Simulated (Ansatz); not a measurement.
LiNbO$_{3}$:
```xyz
10
Lattice="2.5685 1.4829 4.6287 -2.5685 1.4829 4.6287 0.0000 -2.9658 4.6287" Properties=species:S:1:pos:R:3 pbc="T T T"
Li     0.0000     0.0000     9.9812
Li     0.0000     0.0000     3.0382
Nb     0.0000     0.0000     0.0102
Nb     0.0000     0.0000     6.9532
O     -0.6530     1.4374     8.3936
O      1.5713    -0.1531     8.3936
O     -0.9183    -1.2842     8.3936
O     -1.6502     0.1987     6.0792
O      0.6530    -1.5284     6.0792
O      0.9971     1.3298     6.0792
```

Plane-wave PAW r²SCAN (Ansatz code) gives a gap of 4.01 eV without spin–orbit coupling, maximum on the Γ–T line, 29 % of the way from Γ, minimum on the S2–F line, 10 % of the way from S2.

### Question
What happens when spin–orbit coupling is switched on?

### Answer
The gap decreases by 0.04 eV, to 3.97 eV; maximum on the Γ–T line, 29 % of the way from Γ, minimum on the S2–F line, 10 % of the way from S2.

Space group R3c. The cell was relaxed with r²SCAN under the symmetry of its start. The run is not spin-polarised.

Potentials: the earlier of the program's two PAW sets. The files were generated under PBE; for other functionals the program regenerates the frozen cores, and for LDA and PBEsol the local potential too.
